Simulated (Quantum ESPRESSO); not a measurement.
# Moving one atom in PSi2AlC4

The results below are calculated, not measured. They come from pw.x of Quantum ESPRESSO 7.5, a plane-wave density functional program, with PseudoDojo standard norm-conserving files (v0.5 for PBE, v0.4.1 for LDA and PBEsol). The cells are made up: elements, strain and atom displacements were drawn at random, and nothing was relaxed. There is no spin polarisation, spin-orbit coupling or dispersion term.

The cell has 8 sites of a zincblende or diamond lattice. Sites 1 to 4 hold P Si Al Si; sites 5 to 8 hold C C C C. Cell vectors in Å: (4.417, -0.001, 0.002); (-0.001, 4.365, -0.047); (0.002, -0.047, 4.452). Settings: PBE, cutoff 1116 eV, 4 x 4 x 4 k mesh shifted by half a step, Fermi-Dirac smearing of 0.025 eV.

Each run shifts the Al atom on site 3 along y and leaves all else fixed. Site 5 is one of its nearest neighbours. E is the free energy of the cell above the lowest run shown.

| run | shift (Å) | Fy on site 3 (eV/Å) | Fy on site 5 (eV/Å) | P (GPa) | E (meV) |
| --- | --- | --- | --- | --- | --- |
| 1 | -0.1161 | 2.345 | 1.613 | 7.37 | 84.4 |
| 2 | -0.1059 | 2.060 | 1.698 | 7.30 | 61.9 |
| 3 | -0.0796 | 1.319 | 1.922 | 7.14 | 17.5 |
| 4 | -0.0636 | 0.864 | 2.062 | 7.07 | 0.0 |
| 6 | 0.0639 | -2.775 | 3.261 | 7.14 | 122.1 |
| 7 | 0.0946 | -3.635 | 3.563 | 7.32 | 220.5 |
| 5 | 0.0413 | ? | ? | ? | ? |

A rerun of one of these cells at 1347 eV and k mesh 6 x 6 x 6 moved values by no more than 0.008 eV in the cell's energy, 0.06 GPa in stress and 0.005 eV/Å in force.

## Worked fit

A parabola through the six runs shown gives Fy on site 3 = -0.946 - 28.44 u - 0.5 u² eV/Å, with u in Å and a scatter of 0.008 eV/Å. Minus the slope, 28.44 ± 0.21 eV/Å², is this atom's force constant along y at u = 0, with its periodic images moving too. The fitted force vanishes at u = -0.033 Å, where the energy should be lowest along this line. The error is the larger of the fit's own and the change that a cubic makes, rounded up.

## Withheld run

Question: what Fy on site 3 should run 5 give?

The fit gives -2.121 eV/Å. The calculation gave -2.135 eV/Å.

```
run  shift (Å)  Fy on site 3 (eV/Å)  Fy on site 5 (eV/Å)  P (GPa)  E (meV)
  5     0.0413               -2.135                3.041     7.04     66.6
```